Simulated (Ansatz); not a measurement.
# Equation of state of Al

```yaml
crystal:
  lattice:
    - [0.00000, 2.02398, 2.02398]
    - [2.02398, 0.00000, 2.02398]
    - [2.02398, 2.02398, 0.00000]
  atoms:
    - { symbol: Al, position: [0.00000, 0.00000, 0.00000] }
```

The cell is COD entry 4313206, as deposited and not checked against the literature; nothing was relaxed.

All numbers are computed: DFT, PBEsol, all-electron LAPW, scalar-relativistic (Ansatz 0.2.0); DFT, PBEsol, PAW with Ansatz's default frozen-core files, scalar-relativistic (Ansatz 0.2.0).

For LAPW: a Γ-centred 14×14×14 k mesh, Fermi–Dirac smearing of 0.05 eV, basis error target 1 meV/atom, no spin polarisation. PAW takes a cutoff of 420 eV at this cell (files made with PBE, cores remade for this functional). The Ansatz runs share mesh, smearing and spin set-up. Plane-wave (PAW) pressures include the program's estimate of the Pulay term.

The cell above is scaled evenly, with fractional coordinates and shape held.

```json
{"V/V(cell)": "0.9400", "V (Å³/atom)": "15.588", "P, LAPW (GPa)": "3.06", "P, PAW (GPa)": "3.07"}
{"V/V(cell)": "0.9600", "V (Å³/atom)": "15.919", "P, LAPW (GPa)": "1.15", "P, PAW (GPa)": "1.15"}
{"V/V(cell)": "0.9800", "V (Å³/atom)": "16.251", "P, LAPW (GPa)": "-0.56", "P, PAW (GPa)": "-0.57"}
{"V/V(cell)": "0.9900", "V (Å³/atom)": "16.417", "P, LAPW (GPa)": "?", "P, PAW (GPa)": "?"}
{"V/V(cell)": "1.0000", "V (Å³/atom)": "16.582", "P, LAPW (GPa)": "-2.10", "P, PAW (GPa)": "-2.11"}
{"V/V(cell)": "1.0100", "V (Å³/atom)": "16.748", "P, LAPW (GPa)": "-2.80", "P, PAW (GPa)": "-2.81"}
{"V/V(cell)": "1.0200", "V (Å³/atom)": "16.914", "P, LAPW (GPa)": "-3.46", "P, PAW (GPa)": "-3.47"}
{"V/V(cell)": "1.0400", "V (Å³/atom)": "17.246", "P, LAPW (GPa)": "-4.66", "P, PAW (GPa)": "-4.68"}
{"V/V(cell)": "1.0600", "V (Å³/atom)": "17.577", "P, LAPW (GPa)": "-5.71", "P, PAW (GPa)": "-5.73"}
```

(1) Fill in the row V/V(cell) = 0.9900.

(2) What do Birch–Murnaghan fits to the pressures give?

Results:

(1) P, LAPW (GPa) = -1.35, P, PAW (GPa) = -1.36.

(2) LAPW: V0 = 16.14 Å³/atom, B0 = 82 GPa, B0′ = 4.8; PAW: V0 = 16.14 Å³/atom, B0 = 82 GPa, B0′ = 4.8.
